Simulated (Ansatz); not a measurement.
This cell of SnSe₂ (CdI2 type) is off equilibrium:

```
CELL_PARAMETERS angstrom
      7.68056     0.00000     0.00000
     -1.92014     3.32578     0.00000
      0.00000     0.00000     6.00569
ATOMIC_POSITIONS crystal
  Sn 0.00000 0.00000 0.00000
  Sn 0.50000 0.00000 0.00000
  Se 0.19352 0.61295 0.30809
  Se 0.66667 0.66667 0.26533
  Se 0.33333 0.33333 0.73467
  Se 0.83333 0.33333 0.73467
```

Level of theory: PBE-D3(BJ) (plane waves to 420 eV, PAW, scalar-relativistic; Ansatz, a quantum-chemistry and plane-wave program). k mesh 4×8×5 (Γ-centred), Fermi-Dirac smearing 0.05 eV. Energies are smeared free energies. Compression counts positive. As the smearing reaches across the gap at some points, energies and forces of such displacements shift with the k mesh and the smearing. SnSe2 was relaxed with its symmetry unable to fall.

What forces act on the atoms (eV/Å, Cartesian)?


```tsv
atom	Fx	Fy	Fz
Sn1	0.213	0.070	0.673
Sn2	-0.184	-0.098	0.437
Se3	-0.611	0.141	-1.268
Se4	0.287	0.093	-0.051
Se5	0.117	-0.287	0.086
Se6	0.179	0.081	0.122
```

What is the stress tensor (GPa)?


```
   -0.2     -0.2     -0.4
   -0.2     -0.5      0.2
   -0.4      0.2     -2.0
```
The pressure, a third of the trace, is -0.9 GPa.

In it atom 3 sits (0.309, -0.179, 0.257) Å away from its relaxed site. What is its energy relative to the relaxed cell?

342 meV/cell.

(A displaced cell: forces are minus the slopes of the energy, force constants its curvatures, and phonons follow from these.)
